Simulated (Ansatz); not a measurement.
Relaxation of a generated trial cell of TaSi2 in the AFLOW prototype A2B_oP12_62_2c_c (C37, as in Co2Si); 12 atoms in the cell, which starts as Pnma (No. 62), oP12; a = 5.4449 Å, b = 4.1385 Å, c = 7.8707 Å, α = β = γ = 90.00°. All values below come from r2SCAN (plane waves to 500 eV, PAW, scalar-relativistic; Ansatz, an electronic-structure program). Γ-centred k-mesh 4×5×3 on the run's cell (coarser than for final values), Fermi–Dirac smearing 0.05 eV. This is the first round of the run. 

The optimiser's lines from the output (shortened; P is positive under compression):

```
relax step   1: F+E_penalty+E_count = -44886.89927693 eV  Δ(F+E_penalty+E_count) = +0.000e0 eV  max|allowed force component| = 1.613e0 eV/Å  Δτ_max = 0.0000 Å  P = +4.898 GPa  Ω = 177.357 Å³  (7 SCF iters, dr2 threshold 1.00e-7 eV, accepted)
relax step   2: F+E_penalty+E_count = -44889.59371186 eV  Δ(F+E_penalty+E_count) = -2.694e0 eV  max|allowed force component| = 8.516e-1 eV/Å  Δτ_max = 0.1961 Å  P = -1.108 GPa  Ω = 180.369 Å³  (7 SCF iters, dr2 threshold 1.20e-6 eV, accepted)
relax step   3: F+E_penalty+E_count = -44891.53602848 eV  Δ(F+E_penalty+E_count) = -1.942e0 eV  max|allowed force component| = 7.740e-1 eV/Å  Δτ_max = 0.1832 Å  P = +1.888 GPa  Ω = 175.584 Å³  (7 SCF iters, dr2 threshold 1.20e-6 eV, accepted)
relax step   4: F+E_penalty+E_count = -44891.82006295 eV  Δ(F+E_penalty+E_count) = -2.840e-1 eV  max|allowed force component| = 1.042e0 eV/Å  Δτ_max = 0.1950 Å  P = +4.135 GPa  Ω = 173.978 Å³  (6 SCF iters, dr2 threshold 1.20e-6 eV, accepted)
relax step   5: F+E_penalty+E_count = -44892.33910566 eV  Δ(F+E_penalty+E_count) = -5.190e-1 eV  max|allowed force component| = 3.411e-1 eV/Å  Δτ_max = 0.0965 Å  P = -1.840 GPa  Ω = 177.622 Å³  (6 SCF iters, dr2 threshold 1.20e-6 eV, accepted)
relax step   6: F+E_penalty+E_count = -44892.31828889 eV  Δ(F+E_penalty+E_count) = +2.082e-2 eV  max|allowed force component| = 3.618e-1 eV/Å  Δτ_max = 0.1215 Å  P = +0.050 GPa  Ω = 174.826 Å³  (6 SCF iters, dr2 threshold 1.20e-6 eV, rejected (line search))
relax step   7: F+E_penalty+E_count = -44892.40693941 eV  Δ(F+E_penalty+E_count) = -6.783e-2 eV  max|allowed force component| = 5.242e-2 eV/Å  Δτ_max = 0.0581 Å  P = -0.383 GPa  Ω = 175.676 Å³  (9 SCF iters, accepted)
relax step   8: F+E_penalty+E_count = -44892.40961010 eV  Δ(F+E_penalty+E_count) = -2.671e-3 eV  max|allowed force component| = 1.636e-2 eV/Å  Δτ_max = 0.0119 Å  P = +0.014 GPa  Ω = 175.304 Å³  (4 SCF iters, dr2 threshold 1.20e-6 eV, accepted)
relax step   9: F+E_penalty+E_count = -44892.40989804 eV  Δ(F+E_penalty+E_count) = -2.879e-4 eV  max|allowed force component| = 9.984e-3 eV/Å  Δτ_max = 0.0060 Å  P = -0.014 GPa  Ω = 175.339 Å³  (4 SCF iters, dr2 threshold 1.82e-7 eV, accepted)
relax step  10: F+E_penalty+E_count = -44892.40997412 eV  Δ(F+E_penalty+E_count) = -7.608e-5 eV  max|allowed force component| = 2.712e-3 eV/Å  Δτ_max = 0.0017 Å  P = +0.002 GPa  Ω = 175.326 Å³  (5 SCF iters, dr2 threshold 1.28e-8 eV, accepted)
relax step  11: F+E_penalty+E_count = -44892.41011890 eV  Δ(F+E_penalty+E_count) = -1.448e-4 eV  max|allowed force component| = 2.880e-3 eV/Å  Δτ_max = 0.0000 Å  P = +0.012 GPa  Ω = 175.326 Å³  stress off target by 3.07e-2 GPa  SCF on the basis re-selected at this cell (its energy is not comparable with the rows above)  (6 SCF iters)
relax step  12: F+E_penalty+E_count = -44892.41012424 eV  Δ(F+E_penalty+E_count) = -5.342e-6 eV  max|allowed force component| = 1.018e-3 eV/Å  Δτ_max = 0.0007 Å  P = +0.006 GPa  Ω = 175.340 Å³  (4 SCF iters, dr2 threshold 2.36e-9 eV, accepted)
relax step  13: F+E_penalty+E_count = -44892.41012725 eV  Δ(F+E_penalty+E_count) = -3.014e-6 eV  max|allowed force component| = 1.024e-3 eV/Å  Δτ_max = 0.0000 Å  P = +0.006 GPa  Ω = 175.340 Å³  stress off target by 8.73e-3 GPa  SCF on the basis re-selected at this cell (its energy is not comparable with the rows above)  (4 SCF iters)
```

From the first to the last row the energy changes by -0.46 eV/atom and the volume by -1.1 %. The last row is marked as not comparable with the walk above it, whose basis was carried along; it does compare with step 1, since both stand on a basis selected at the nominal cutoff for their own cell.

Step 6 was rejected by the optimiser.

Later rounds, restarted from the end of this one on a renewed k-mesh, logged 6 more steps and released under 0.01 eV/atom more. The final structure after all rounds: Pnma (No. 62), oP12; a = 4.8190 Å, b = 4.4394 Å, c = 8.1877 Å, α = 90.00°, β = 90.00°, γ = 90.00°. Between re-selections the logged energies stand on a plane-wave basis carried along with the cell. No spin polarisation in the result.

The run could not lose the symmetry of its start, so the end can be a saddle point.

The relaxed structure here is a generated cell of TaSi2: the first start was made by placing the elements on the sites of a structure type, and the end was not matched to a known phase here, so it may be hypothetical. Known forms of TaSi2 include space group No. 181.
